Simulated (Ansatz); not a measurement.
One input, then a changed one: TaBi (rocksalt type)

First run: DFT, LDA, PAW with Ansatz's default frozen-core files, scalar-relativistic (Ansatz 0.2.0).

Command: `ansatz run input.yaml --threads 1 --pin off --max-ram 2048MiB --backend cpu --events-out ev --progress --plain --runs-dir out` It took 2.8 s on 1 thread of Arm Neoverse V2, with other jobs on the host, peak memory 0.33 GiB.

```yaml
crystal:
  lattice:
    - [0.0, 2.8023731453, 2.8023731453]
    - [2.8023731453, 0.0, 2.8023731453]
    - [2.8023731453, 2.8023731453, 0.0]
  atoms:
    - { symbol: Ta, position: [0.0, 0.0, 0.0] }
    - { symbol: Bi, position: [0.5, 0.5, 0.5] }
kpoints:
  mp_grid: { grid: [11, 11, 11] }
scf:
  occupations: { method: fermi_dirac, width: 0.08 }
hamiltonian:
  xc: lda
  pseudopotentials: { kind: paw }
output:
  forces: true
  stress: true
  eigenvalues: true
  populations: true
```

The cell comes from a relaxation on PAW files under the same functional, begun from a prototype that needn't be the stable phase.

This run: volume at 0.95 of the series' base cell.

It converges in 6 SCF iterations at a pressure of 6.67 GPa, cutoff 420 eV.

The input is then changed:

```diff
 scf:
-  occupations: { method: fermi_dirac, width: 0.08 }
+  occupations: { method: cold, width: 0.05 }
 hamiltonian:
```

Predict the outcome of the changed run.

It converges in 6 SCF iterations at a pressure of 6.55 GPa, cutoff 420 eV, free energy +11.9 meV/atom against the first run's. Results part of its log:
```
SCF 1 converged in 6 iterations: F = -21766.323750 eV  dr2 = 4.97e-9
  greatest PAW one-centre occupation: 1.000 electrons in one spin orbital (limit 2), on the Ta atom at site 0 (counted from 0), in its partial waves of l = 0
SCF converged after 6 iterations
Stability not checked: this state was not tested for a lower state beside it, because cold or Methfessel-Paxton smearing, or corrected tetrahedra, fill the levels in a way that the test cannot read (fill_not_monotonic; see scf.lower_state_search)
Free energy (F): -21766.323750 eV
Harris-Foulkes:  -21766.323750 eV  (|F-HF|=2.36e-9)
Internal energy: -21766.324324 eV  (E = F + TS)
E sigma→0 (E₀):  -21766.323941 eV
Entropy (-TS):   0.000574 eV (0.287 meV/atom)
Fermi energy:    16.737351 eV
--- Per-component energies (eV) ---
  E_band       = -161.675864
  E_kinetic    = 676.922916
  E_local      = -1914.772981  (includes V_loc(G=0)·N_el)
  E_nonlocal   = 583.849830
  E_hartree    = 625.453765
  E_xc         = -367.754328
  E_vxc        = -349.564371  (∫ρ·V_xc dr)
  E_paw        = -18503.793944  (= ΣΔE_a)
  E_vpaw       = -409.015313  (= ΣTr[D̂ρ^β])
  E_aug_tail   = -0.000392  (compensation charges beyond the density's cutoff)
  E_ewald      = -2866.483208
  E_core_change = 0.254018  (= ΣΔE_core)
  E_smearing   = 0.000574  (= −TS)
  E_closure    = 0.000000  (closes the sum)
  Σ components = -21766.323750   (vs F -21766.323750, Δ=0.00e0)
--- Forces (eV/Å), atoms counted from 1 ---
  atom   1  Ta     0.00000000    -0.00000000     0.00000000
  atom   2  Bi     0.00000000    -0.00000000    -0.00000000
  max |Σ_I F_I| component: 7.68e-29 eV/Å
--- Stress (GPa, compression-positive) ---
        6.554820      -0.000000       0.000000
       -0.000000       6.554820      -0.000000
       -0.000000      -0.000000       6.554820
  P = ⅓ Tr σ = 6.5548 GPa (65.548 kbar)
--- Band table (eV; the first three rows and the last of 56) ---
  k-point 0: bands = ["-51.9782", "-18.5122", "-18.5122", "-18.5122", "-6.5014", "-6.5014", "-6.3692", "-6.3692", "-6.3692", "2.7384", "15.6305", "15.6305", "15.6305", "16.4906", "16.4906", "17.6462", "17.6462", "17.6462"]
  k-point 1: bands = ["-51.9781", "-18.5178", "-18.5140", "-18.5140", "-6.4943", "-6.4943", "-6.3673", "-6.3658", "-6.3658", "2.8628", "15.0664", "15.4320", "15.4320", "15.9978", "15.9978", "17.1353", "18.5693", "18.5693"]
  k-point 2: bands = ["-51.9778", "-18.5328", "-18.5187", "-18.5187", "-6.4754", "-6.4754", "-6.3621", "-6.3564", "-6.3564", "3.2244", "13.6105", "14.5684", "14.5684", "16.1031", "16.1031", "16.8252", "19.9902", "19.9902"]
  k-point 55: bands = ["-51.9763", "-18.5528", "-18.5528", "-18.5437", "-6.4906", "-6.4260", "-6.3497", "-6.3360", "-6.2976", "4.9421", "11.8456", "12.2184", "12.7934", "16.7438", "17.3051", "17.7680", "17.9586", "19.1901"]
--- Löwdin populations: 2 sites ---
  site symbol       q [e]
     0     Ta     12.8323
     1     Bi     15.0728
  spilling = 0.003390 (of n_electrons = 28.000000)
```
